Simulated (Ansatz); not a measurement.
NbRu in space group Cmmm (No. 65; Nb on 2a, Ru on 2c), the program Ansatz at the LDA level (PAW), all energies at zero smearing, with the estimated change up to a 700 eV cutoff added, with one set of potentials and settings (totals compare only within such a set). Cell of 2 atoms (1 Nb, 1 Ru): -10200.992 eV.

| element | reference phase | E (eV/atom) |
|---|---|---|
| Nb | Im-3m, 1 atoms in the cell | -4442.5966 |
| Ru | P6_3/mmc, 2 atoms in the cell | -5758.2926 |

Formation energy per atom, worked out: (-10200.992 − 1×(-4442.5966) − 1×(-5758.2926))/2 = -0.051 eV/atom (-5 kJ per mol of atoms), at 0 K, without zero-point energy or fitted corrections.

The first step of the workflow began from a Materials Project structure, measured or hypothetical; the Crystallography Open Database copy checked does not list it. COD files the formula under space group No. 123, 221. With Nb and Ru taken as one species the cell has the higher symmetry I4/mmm, so it may be an ordered model of a mixed-site phase. Whether it is the stable phase at ambient conditions was not checked. The cell keeps a stress of up to 0.2 GPa. Symmetry was held in the LDA relaxation; its stability against distortions is not shown here. No spin polarisation was allowed. The references are the lowest solids computed at this level, not always the standard phases.

Potentials: the later of the program's two PAW sets.
